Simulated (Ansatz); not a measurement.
## Two states of CuIF

```
CELL_PARAMETERS angstrom
4.00330 0.00000 0.00000
0.00000 3.57056 0.00000
0.00000 0.00000 9.09656
ATOMIC_POSITIONS crystal
F 0.00000 0.00000 0.97000
F 0.50000 0.50000 0.03000
Cu 0.00000 0.50000 0.08000
Cu 0.50000 0.00000 0.92000
I 0.00000 0.00000 0.31500
I 0.50000 0.50000 0.68500
```

Single point in Ansatz 0.2.0 with HSE06. Cutoff 420 eV, PAW datasets, 5×5×2 Γ-centred k mesh, gaussian filling (width 0.0208 eV).

State A: Cu3 up, Cu4 down (collinear spin). State B: Cu3 up, Cu4 up (collinear spin).

Question: Compare the two self-consistent states.

Answer: State A is lower by 30.7 meV an atom at zero smearing.

```csv
state,free energy (meV/atom),largest moment in a small sphere (μB),net moment (μB/cell),gap on mesh (eV),pressure (GPa),largest force (eV/Å)
A,0.0,0.45,0.00,metal,3.2,2.21
B,30.8,0.43,1.20,metal,3.0,1.19
```

Origin: a known structure type with other elements, at an estimated volume, so it need not be a known compound. Caveats: the k mesh is coarse if the cell is a metal; atoms or cell far from equilibrium; the exchange threshold is loose for a stress; the SCF threshold is loose for a stress.
